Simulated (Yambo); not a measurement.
**Optical response of MgI₂**

```xyz
3
Lattice="4.1255 0.0000 0.0000 -2.0628 3.5728 0.0000 0.0000 0.0000 6.8268" Properties=species:S:1:pos:R:3 pbc="T T T"
Mg     0.0000     0.0000     0.0000
I      0.0000     2.3819     1.6777
I      2.0628     1.1909     5.1491
```

Yambo, RPA with local fields on PBEsol bands; 6×6×4 mesh, 74 bands, 4 Ry local-field block, 0.2 eV broadening; field along z.

```
E (eV)  Im ε   Re ε  Im ε, independent particles
------  ----  -----  ---------------------------
0.0     0.00   3.81                         0.00
0.6     0.02   3.84                         0.02
1.2     0.03   3.91                         0.05
1.9     0.06   4.05                         0.09
2.5     0.10   4.27                         0.15
3.1     0.20   4.68                         0.30
3.8     0.59   5.02                         0.83
4.4     1.62   5.80                         2.44
5.0     2.54   4.86                         4.32
5.6     2.61   5.58                         6.06
6.2     6.52   4.79                         11.8
6.9     4.74   2.33                         8.90
7.5     4.79   1.71                         8.12
8.1     4.95   2.17                         7.01
8.8     4.64   1.65                         4.49
9.4     4.29  -1.04                         2.26
10.0    3.30  -1.10                         1.91
10.6    2.26  -0.89                         1.56
11.2    2.09  -1.04                         1.49
11.9    1.40  -0.99                         1.03
12.5    0.89  -0.45                         0.92
13.1    1.06  -0.22                         0.94
13.8    0.83  -0.34                         0.66
14.4    0.70  -0.07                         0.67
15.0    0.63  -0.10                         0.50
15.6    0.60   0.04                         0.49
16.2    0.48   0.14                         0.43
16.9    0.42   0.26                         0.39
17.5    0.47   0.30                         0.40
18.1    0.37   0.31                         0.34
18.8    0.38   0.36                         0.29
19.4    0.30   0.41                         0.25
20.0    0.32   0.44                         0.26
```

Peak heights and small wiggles depend on the k mesh. Convergence of the RPA response with its 6×6×4 mesh was not tested. No excitonic effects at this level.

Without spin-orbit coupling, band edges of such heavy elements can be off by tenths of an eV.

Geometry relaxed with PBE+D3(BJ).
